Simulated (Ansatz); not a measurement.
Starting cell, InP (zinc blende):

```xyz
2
Lattice="0.0000 2.9798 2.9798 2.9798 0.0000 2.9798 2.9798 2.9798 0.0000" Properties=species:S:1:pos:R:3 pbc="T T T"
P      4.4696     4.4696     4.4696
In     0.0000     0.0000     0.0000
```

Scan: atom 1 (P, nearest neighbour In at 2.581 Å; its periodic images, 4.2 Å or more away, move with it) is displaced along Cartesian z, direction (0.000, 0.000, 1.000) in Cartesian axes, by s. The other atoms stay.

Calculation: PBE (plane waves to 420 eV, PAW, scalar-relativistic; Ansatz, an electronic-structure program). k mesh 8×8×8 (Γ-centred), Fermi-Dirac smearing 0.05 eV. Energies are smeared free energies. As the smearing reaches across the gap at some points, energies and forces of such displacements shift with the k mesh and the smearing. InP was relaxed with its symmetry unable to fall. The zero of ΔE is the undisplaced structure. The last digit holds for this mesh only.

| s (Å) | ΔE (meV/cell) |
|---|---|
| -0.770 | 1728.2 |
| -0.616 | 1193.0 |
| -0.462 | 713.1 |
| -0.308 | 331.3 |
| -0.154 | 85.1 |
| 0.000 | 0.0 |
| 0.154 | 85.1 |
| 0.308 | 331.3 |
| 0.462 | 713.1 |
| 0.616 | 1193.0 |
| 0.770 | 1728.2 |

Problem. What force constant k = d²E/ds² at s = 0 does the table give?

Solution. 7.2 eV/Å². It is the second difference of the nearest points, corrected with the next pair.

Problem. With k = 7.24 eV/Å² from the forces, is the well harmonic out to s = 0.770 Å?

Solution. ½ks² = 2145 meV/cell against the computed 1728 meV/cell, so the well is softer than harmonic there.

(A displaced cell: forces are minus the slopes of the energy, force constants its curvatures, and phonons follow from these.)
